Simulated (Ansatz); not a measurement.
Lu$_{8}$Te: pressure against volume

A database entry relaxed whole under r2SCAN (P-62m):

```yaml
crystal:
  lattice:
    - [8.95339, 0.00000, 0.00000]
    - [-4.47669, 7.75386, 0.00000]
    - [0.00000, 0.00000, 3.68720]
  atoms:
    - { symbol: Lu, position: [0.61255, 0.00000, 0.50000] }
    - { symbol: Lu, position: [0.38745, 0.38745, 0.50000] }
    - { symbol: Lu, position: [0.00000, 0.61255, 0.50000] }
    - { symbol: Lu, position: [0.33333, 0.66667, 0.00000] }
    - { symbol: Lu, position: [0.66667, 0.33333, 0.00000] }
    - { symbol: Lu, position: [0.27693, 0.00000, 0.00000] }
    - { symbol: Lu, position: [0.72307, 0.72307, 0.00000] }
    - { symbol: Lu, position: [0.00000, 0.27693, 0.00000] }
    - { symbol: Te, position: [0.00000, 0.00000, 0.50000] }
```

The cell was scaled uniformly, its shape held, and the atoms relaxed at each volume with plane-wave PAW DFT (Ansatz 0.2.0; r2SCAN, 500 eV, 5×5×9 Γ-centred mesh, fermi-dirac occupations of width 0.100 eV; no spin, no spin-orbit coupling). One row is withheld.

```tsv
volume (Å³/atom)	energy over the lowest (meV/atom)	pressure (GPa)
26.735	18.1	3.55
27.304	7.8	2.26
27.873	1.9	1.07
28.442	0.0	-0.01
29.011	1.8	-1.00
29.580	?	?
30.149	15.4	-2.75
```

Q: Fit the pressures of the other rows to the third-order Birch-Murnaghan form.

A: With f = [(V₀/V)^(2/3) − 1]/2 and P = 3B₀f(1 + 2f)^(5/2)[1 + 3(B₀′ − 4)f/2], least squares gives V₀ = 28.44 Å³ an atom, B₀ = 51.9 GPa and B₀′ = 3.4; the rows miss the fit by less than 0.01 GPa. The slope of the energies differs from these pressures by less than 0.05 GPa.

Q: What does the withheld row hold?

A: The fit gives -1.91 GPa at 29.580 Å³; the run gave -1.91 GPa and 7.1 meV an atom.

Caveats: the shape of the cell was held, so B₀ is an upper bound where the axes differ in stiffness; 0 K, fixed nuclei; the symmetry was kept, and this need not be the phase that is stable at 0 K; one mesh for all volumes; every run is gapless at this level; pressure is positive in compression.
